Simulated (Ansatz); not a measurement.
Bi: two-dimensional strain map

These are results of Ansatz, DFT PBEsol, scalar-relativistic, plane waves, PAW, not measurements. Cutoff 420 eV, Γ-centred 12×12×4 k-points, Gaussian smearing of 0.15 eV. Spin–orbit coupling is left out, which can shift energies with elements as heavy as these. No spin polarisation. Energies are free energies at this smearing, counted from the undisturbed cell; pressure is positive in compression.

Zero of the scan (as given, not relaxed at this level; it stands at -3.5 GPa; this form isn't the usual structure):

```
CELL_PARAMETERS angstrom
4.53900 0.00000 0.00000
-2.26950 3.93089 0.00000
0.00000 0.00000 11.82900
ATOMIC_POSITIONS crystal
Bi 0.33333 0.66667 0.25000
Bi 0.66667 0.33333 0.75000
```

The cell holds layers and no dispersion correction was added, so their binding is poorly described.

The cell is strained by p along both x and y and by q along z, fractional coordinates fixed. Points are written (p, q).

Energy above the undisturbed cell in meV/atom (a dash: not computed):

```
 p \ q  -0.030  -0.015   0.000   0.015   0.030
-0.030  -214.9  -210.6  -207.1  -204.1  -201.6
-0.015  -109.6       –  -101.4       –   -95.6
 0.000    -8.6    -3.9     0.0     3.3     6.0
 0.015    88.0       –       –       –       –
 0.030   180.0       –   189.3       –   195.8
```

Pressure in GPa:

| p \ q | -0.030 | -0.015 | 0.000 | 0.015 | 0.030 |
| --- | --- | --- | --- | --- | --- |
| -0.030 | -4.0 | -3.9 | -3.9 | -3.8 | -3.7 |
| -0.015 | -3.8 | – | -3.7 | – | -3.5 |
| 0.000 | -3.6 | -3.5 | -3.5 | -3.4 | -3.3 |
| 0.015 | -3.4 | – | – | – | – |
| 0.030 | -3.2 | – | -3.1 | – | -3.0 |